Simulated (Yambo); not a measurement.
Yambo run on AlP (wurtzite, space group P6_3mc, No. 186). The wavefunctions are PBEsol (pw.x of Quantum ESPRESSO, ONCV potentials, without SOC) ones on a 6×6×2 mesh (8 occupied bands); a = b = 3.861 Å, c = 6.335 Å, α = β = 90.00°, γ = 120.00°.

Yambo input:

```
rim_cut
HF_and_locXC
RandQpts= 5000000
RandGvec= 1 Ry
EXXRLvcs= 44 Ry
VXCRLvcs= 176 Ry
% QPkrange
 1 | 1 | 8 | 9 |
 7 | 7 | 9 | 9 |
%
```

k points by index: 1 = Γ, 7 = M.

The o-*.hf file then holds:

```
#    K-point    Band    Eo [eV]    Ehf [eV]    Vxc [eV]    Vnlxc [eV]
#
    1    8    0.000000    -2.065639    -11.82108    -13.88672
    1    9    2.315468    6.367340    -9.619022    -5.567150
    7    9    1.820230    5.676646    -8.783277    -4.926861
```
Exchange alone, without screening.

Geometry relaxed with PBEsol.

This is not the ordinary phase of the substance; no match was found in the copy of COD used, and its stability was not checked.
